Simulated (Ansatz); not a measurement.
Data:

Be:
```xyz
2
Lattice="2.2261 0.0000 0.0000 -1.1130 1.9279 0.0000 0.0000 0.0000 3.5162" Properties=species:S:1:pos:R:3 pbc="T T T"
Be     0.0000     1.2852     2.6371
Be     1.1130     0.6426     0.8790
```

This is the LDA-relaxed structure. Cartesian axes are those of the cell as given.

Question: All from plane-wave PAW LDA (Ansatz code), unless another level is named. Estimate the Poisson's ratio.

Answer: 0.05.

Question: Predict the elastic constants (relaxed ions, GPa).

Answer: C11 = 335, C12 = 31.7, C13 = 11.0, C33 = 407, C44 = 176.

Space group P6_3/mmc (hcp (Mg type)). Symmetry was held in the LDA relaxation. As this level gives no gap, shear constants depend on the k-mesh and smearing (Fermi–Dirac, 0.1 eV here).

Potentials: the earlier of the program's two PAW sets. The files were generated under PBE; for other functionals the program regenerates the frozen cores, and for LDA and PBEsol the local potential too.
